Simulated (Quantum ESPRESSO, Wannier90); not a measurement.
Mg$_{2}$Si (Fm-3m): Wannier90 run

Structure: Materials Project mp-1367, symmetrised, not relaxed again. COD (Crystallography Open Database) has an entry of this formula and space group (matched by these alone). Method: PBEsol plane waves in Quantum ESPRESSO 7.5 (PseudoDojo norm-conserving files, 68 Ry, no spin polarisation, no spin-orbit coupling), Bloch states on a 8×8×8 mesh through Γ, Wannier90 4.0.1. Density: 8×8×8 mesh, cold smearing 0.01 Ry. The gap is small at this level and was sampled on the meshes and a path alone.

```
begin unit_cell_cart
ang
    0.0000000000    3.1698200000    3.1698200000
    3.1698200000    0.0000000000    3.1698200000
    3.1698200000    3.1698200000    0.0000000000
end unit_cell_cart
mp_grid = 8 8 8
```

Neighbour vectors b of the finite-difference formula (Å⁻¹), by shell:

```json
[
 {"shell": "1", "b_x": "0.12389", "b_y": "0.12389", "b_z": "-0.12389"},
 {"shell": "1", "b_x": "0.12389", "b_y": "-0.12389", "b_z": "0.12389"},
 {"shell": "1", "b_x": "-0.12389", "b_y": "0.12389", "b_z": "0.12389"},
 {"shell": "1", "b_x": "0.12389", "b_y": "0.12389", "b_z": "0.12389"},
 {"shell": "1", "b_x": "-0.12389", "b_y": "-0.12389", "b_z": "0.12389"},
 {"shell": "1", "b_x": "-0.12389", "b_y": "0.12389", "b_z": "-0.12389"},
 {"shell": "1", "b_x": "0.12389", "b_y": "-0.12389", "b_z": "-0.12389"},
 {"shell": "1", "b_x": "-0.12389", "b_y": "-0.12389", "b_z": "-0.12389"}
]
```

### Question
Find the weights w_b from the completeness condition Σ_b w_b b_α b_β = δ_αβ.

### Answer
Shell 1: Σ b_x² = 0.123, Σ b_y² = 0.123, Σ b_z² = 0.123 Å⁻²
Each of the three diagonal sums, weighted, has to give 1 and the off-diagonal ones 0, which holds for w_1 = 8.14 Å². Check on xx: 8.14×0.123 = 1.00.

On this mesh the 3 functions of bands 10-12 (bands 10-12; start: atomic waves Si 3p, conv_tol = 1.0e-6) end with spreads 4.6643, 4.6643, 4.6643 Å², Ω_I = 13.6007 Å² and Ω_D = 0.0000 Å².

Ω_total is the sum of the spreads, 13.993 Å². Ω_OD = Ω_total − Ω_I − Ω_D = 0.392 Å². Only (Ω_D + Ω_OD)/Ω_total = 2.8 % depends on the gauge, and another start could lower the total by that share at most. The rms radius is √(Ω_total/3) = 2.16 Å.
